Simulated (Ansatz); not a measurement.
This log comes from Ansatz, run on In3GaP4 as one 8-atom ordering (P-43m) on the zincblende lattice. The cell was relaxed beforehand with r2SCAN.

The cell:
```cif
data_structure
_symmetry_space_group_name_H-M 'P 1'
_symmetry_Int_Tables_number 1
_cell_length_a 5.7924
_cell_length_b 5.7924
_cell_length_c 5.7924
_cell_angle_alpha 90.000
_cell_angle_beta 90.000
_cell_angle_gamma 90.000
_cell_volume 194.34
loop_
_atom_site_label
_atom_site_type_symbol
_atom_site_fract_x
_atom_site_fract_y
_atom_site_fract_z
_atom_site_occupancy
Ga1 Ga 0.00000 0.00000 0.00000 1
P1 P 0.23886 0.23886 0.23886 1
In1 In 0.50000 0.50000 0.00000 1
P2 P 0.76114 0.76114 0.23886 1
In2 In 0.50000 0.00000 0.50000 1
P3 P 0.76114 0.23886 0.76114 1
In3 In 0.00000 0.50000 0.50000 1
P4 P 0.23886 0.76114 0.76114 1
```

Output, abridged:
```
scf.n_extra_bands = 12 over 72 filled bands (N_el = 72.0): the run solves 84 bands
Pseudopotential: Ga, paw_fr, valence charge 13, recommended cutoff 420 eV (normal)
Pseudopotential: P, paw_fr, valence charge 5, recommended cutoff 420 eV (normal)
Pseudopotential: In, paw_fr, valence charge 13, recommended cutoff 420 eV (normal)
Functional definition: PBE
Crystal: 8 atoms, lattice volume = 194.345 Å³
Basis set: ecut = 420 eV, 3791 PW (Γ)
Symmetry: 24 space group operations + 24 with time reversal
Magnetic group: BNS 215.71 (UNI 1573)
k-points: 10 of 64 (time reversal used)
preconditioner: auto → Resta (q_TF=auto, 2.312 Å⁻¹)  ε∞=4.1  [insulator: Δε(μ)=1.003 eV  σ=0.020 eV  ℏωp=22.6 eV]
SCF 1 converged in 8 iterations: F = -23607.273845 eV  dr2 = 9.81e-8
Free energy (F): -23607.273845 eV
Fermi energy:    7.232409 eV
--- Per-component energies (eV) ---
  E_band       = -225.245323
  E_kinetic    = 1125.488590
  E_local      = -6457.664574
  E_nonlocal   = 1663.570343
  E_hartree    = 2699.118652
  E_xc         = -959.929388
  E_vxc        = -597.586682
  E_paw        = -16741.065937
  E_vpaw       = -1357.290868
  E_ewald      = -4936.791503
--- Forces (eV/Å), atoms counted from 1 ---
  atom   1  Ga      0.00000      0.00000      0.00000
  atom   2  P       0.01204      0.01204      0.01204
  atom   3  In      0.00000      0.00000      0.00000
  atom   4  P     -0.01204    -0.01204      0.01204
  atom   5  In      0.00000      0.00000      0.00000
  atom   6  P     -0.01204      0.01204    -0.01204
  atom   7  In      0.00000      0.00000      0.00000
  atom   8  P       0.01204    -0.01204    -0.01204
--- Stress (GPa, compression-positive) ---
        1.764992       0.000000       0.000000
        0.000000       1.764992       0.000000
        0.000000       0.000000       1.764992
  P = ⅓ Tr σ = 1.7650 GPa (17.650 kbar)
--- Band table (eV; the first three rows and the last of 10) ---
  k-point 0: bands = […, 4.6371, 4.6371, 6.7493, 6.7493, 6.8500, 6.8500, 6.8500, 6.8500, 7.6009, 7.6009, 8.6085, 8.6085, 8.6085, 8.6085, …]
  k-point 1: bands = […, 4.7832, 4.7832, 5.2905, 5.2905, 6.2959, 6.2959, 6.3608, 6.3608, 8.7102, 8.7102, 9.0127, 9.0127, 9.3934, 9.3934, …]
  k-point 2: bands = […, 5.2212, 5.2212, 5.2903, 5.2903, 5.5416, 5.5416, 5.6221, 5.6221, 9.2068, 9.2068, 9.2190, 9.2190, 9.9426, 9.9426, …]
  k-point 9: bands = […, 5.9747, 5.9747, 5.9747, 5.9747, 6.0893, 6.0893, 6.0893, 6.0893, 7.9170, 7.9170, 8.4153, 8.4153, 8.4153, 8.4153, …]
```

Levels at the listed points, from bands.tsv (eV from the Fermi energy, bands near the gap, counted from 0):
```tsv
# k_distance	band_62	band_63	band_64	band_65	band_66	band_67	band_68	band_69	band_70	band_71	band_72	band_73	band_74	band_75	band_76	band_77	band_78	band_79
# fermi_ev = 7.232409
# [0, 0, 0] at k_distance = 0.000000
# [0, 0.5, 0] at k_distance = 0.542366
# [0.5, 0.5, 0] at k_distance = 1.084732
# [0.5, 0.5, 0.5] at k_distance = 1.627098
# levels_relative_to = fermi_ev
0.000	-2.662	-2.662	-2.595	-2.595	-0.483	-0.483	-0.382	-0.382	-0.382	-0.382	0.369	0.369	1.376	1.376	1.376	1.376	1.415	1.415
0.542	-3.305	-3.305	-2.011	-2.011	-1.942	-1.942	-1.691	-1.691	-1.610	-1.610	1.974	1.974	1.987	1.987	2.710	2.710	2.931	2.931
1.085	-3.146	-3.146	-1.606	-1.606	-1.561	-1.561	-1.457	-1.457	-1.118	-1.118	2.297	2.297	2.307	2.307	2.869	2.869	2.869	2.869
1.627	-1.338	-1.338	-1.258	-1.258	-1.258	-1.258	-1.143	-1.143	-1.143	-1.143	0.685	0.685	1.183	1.183	1.183	1.183	1.183	1.183
```
In order the rows are Γ, X, M, R.

**Question.** Which of these blocks stood in the input: relax, gw, phonons, dielectric, magnetization (spin_orbit)?

**Answer.** magnetization (spin_orbit). A single point prints forces and stress when the output block asks for them.

**Question.** Which k mesh was typed?

**Answer.** 4×4×4, Γ-centred.

**Question.** How were the bands filled?

**Answer.** With smearing of width σ = 0.02 eV (Fermi-Dirac in this run).

Command: `ansatz run input.yaml --threads 4 --pin off --max-ram 6451MiB --backend cpu --events-out ev --progress --plain --runs-dir out`. It took 8.8 s on 4 threads of AMD EPYC 9B45 (Zen 5), on a shared host; peak host memory 1.7 GiB.

The calculation is non-magnetic, and the structure need not be a phase that has been made.
